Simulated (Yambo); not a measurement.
Au$_{2}$S (space group Pn-3m, No. 224), G0W0@LDA in Yambo (2×2×2 mesh, plasmon pole; 8 Ry block, no terminator). The number N of bands in W and G is varied.

```csv
N,x = 1/N,gap Γ → Γ (eV),shift of the valence edge (eV)
115,0.00870,2.547,0.176
165,0.00606,2.562,-0.039
225,0.00444,2.587,-0.193
286,0.00350,?,?
```

Q: Basis-set arguments suggest E = E∞ + A x. Fix A and E∞ from the two rows above the withheld one, predict the row at 286 bands, and test the form.

A: Gap: A = (2.587 − (2.562))/(0.00444 − 0.00606) = -15.4, E∞ = 2.656 eV, so 2.602 eV is predicted; the run gave 2.594 eV (miss 8 meV). The first two rows have slope -5.68, so the form doesn't hold yet over the whole range. Shift: A = (-0.193 − (-0.039))/(0.00444 − 0.00606) = 95.1, E∞ = -0.615 eV, so -0.282 eV is predicted; the run gave -0.272 eV (miss 10 meV). The first two rows have slope 81.4, within 15 % of that. The other settings are held fixed.

Spin-orbit coupling is not included.

Geometry of the Materials Project entry, not relaxed at this level; primitive cell a = b = c = 5.274 Å, α = β = γ = 90.00°.

A shift is the quasiparticle energy of the state minus its LDA energy.
